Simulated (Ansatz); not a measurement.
Below is a relaxed structure of Te2As. The cell was found from a structure generator's guess, not taken from experiment.

Computed with Ansatz 0.2.0, DFT PBE, scalar-relativistic, plane waves, PAW. Cutoff 420 eV, Γ-centred mesh, Gaussian smearing, no spin polarisation.

```cif
data_structure
_symmetry_space_group_name_H-M 'P 1'
_symmetry_Int_Tables_number 1
_cell_length_a 4.2496
_cell_length_b 4.2496
_cell_length_c 9.8210
_cell_angle_alpha 90.000
_cell_angle_beta 90.000
_cell_angle_gamma 90.000
_cell_volume 177.36
loop_
_atom_site_label
_atom_site_type_symbol
_atom_site_fract_x
_atom_site_fract_y
_atom_site_fract_z
_atom_site_occupancy
Te1 Te 0.50000 0.00000 0.64263 1
Te2 Te 0.00000 0.50000 0.35736 1
Te3 Te 0.50000 0.00000 0.03220 1
Te4 Te 0.00000 0.50000 0.96780 1
As1 As 0.50000 0.00000 0.36330 1
As2 As 0.00000 0.50000 0.63670 1
```

Formation energies are uncorrected and refer to the elements' standard structures at the same level.

Question: What space group does it have?

Answer: P4/nmm (No. 129). Conventional cell: a = 4.250 Å, c = 9.821 Å. Around Te on its first site lie 1 As at 2.74 Å and 4 As at 3.01 Å; around Te on its second site lie 4 Te at 3.07 Å and 1 As at 3.25 Å; As has 1 Te at 2.74 Å, 4 Te at 3.01 Å and 1 Te at 3.25 Å.

Question: How far does it lie from the elements in energy?

Answer: +0.07 eV/atom. The separate elements lie lower, so it is unstable against them.

Question: Is it a metal?

Answer: Yes, bands cross the Fermi level on the 10×10×4 mesh.

The last run used a 10×10×4 mesh (in the run's order of axes) for its 6-atom cell and Gaussian smearing of 0.10 eV. Spin–orbit coupling, which can matter for Te, is left out. The reference forms of As and Te are held partly by dispersion forces, which this level lacks. Symmetry constrained the relaxation, so the result can be a saddle point.
